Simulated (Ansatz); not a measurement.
**An inverse problem**

Cell vectors (Å):

```
 3.1518  0.0000  0.0000
-1.5759  2.7296  0.0000
 0.0000  0.0000  5.1384
```

```
atom       a       b        c
   X  0.3333  0.6667  -0.0007
   X  0.6667  0.3333   0.4993
   N  0.3333  0.6667   0.3757
   N  0.6667  0.3333   0.8757
```

The calculation used LDA, all-electron LAPW in Ansatz 0.2.0, scalar-relativistic. k mesh 8×8×4, fine mesh 12×12×6, fixed occupations, lines of 0.2 eV.

Independent-particle optical response of a crystal from Kohn-Sham bands on the fine mesh, no local fields or excitons; Cartesian axes as in the cell vectors.

| Item | Value |
| --- | --- |
| Fine mesh | 12, 12, 6 |
| Line width | 0.2 eV |
| Further gaussian width | 0.3 eV |

```tsv
photon energy (eV)	dielectric imag xx
1.2	0.01
2.4	0.58
3.6	1.33
4.8	1.96
6	6.03
7.2	7.24
8.4	7.07
9.6	5.73
10.8	6.05
12	5.17
13.2	2.29
14.4	1.75
15.6	1.09
16.8	0.83
18	0.74
19.2	0.63
20.4	0.53
21.6	0.51
22.8	0.49
24	0.43
25.2	0.36
26.4	0.4
27.6	0.4
28.8	0.34
30	0.28
```

**Question.** All X atoms are one element. Which one was computed?

**Answer.** Ga; the crystal is GaN (P6_3mc).

Keep in mind: semilocal gaps are low, and what follows the gap (onsets, screening, light masses) shifts with it; filled d bands lie too high at this level, so their transitions start too early; spectra summed at the mesh points alone; no spin-orbit coupling on heavy atoms.
